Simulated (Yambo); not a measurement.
G0W0@LDA for Ba2RuH6 (space group Fm-3m, No. 225) in Yambo. Reference settings: 2×2×2 Γ-centred k mesh, bands 5 to 186 and a 7 Ry block in the screening, 186 bands in G with the Bruneval-Gonze terminator, plasmon pole fitted at 27.2 eV. The LDA gap Γ → X on this mesh is 1.68 eV; G0W0 gaps are taken between the same points.

With and without the terminator, as bands are cut:

```
bands in G (in W)  gap, terminator (eV)  gap, none (eV)  valence shift, terminator (eV)  valence shift, none (eV)
-----------------  --------------------  --------------  ------------------------------  ------------------------
43 (43)                           2.870           2.893                           0.298                     0.598
69 (69)                           2.668           2.618                           0.107                     0.419
101 (101)                         2.662           2.608                          -0.038                     0.233
142 (142)                         2.684           2.630                          -0.156                     0.066
186 (186)                         2.692           2.644                          -0.218                    -0.043
```

Over this range the gap spans 0.208 eV with the terminator and 0.285 eV without, the valence shift 0.516 eV and 0.641 eV. Neither column has reached its limit for certain.

Spin-orbit coupling is not included.

Geometry of the Materials Project entry, not relaxed at this level; primitive cell a = b = c = 5.704 Å, α = β = γ = 60.00°.

The structure is a Materials Project entry; no match was found in the copy of COD used, and its stability was not checked.

A shift is the quasiparticle energy of the state minus its LDA energy.
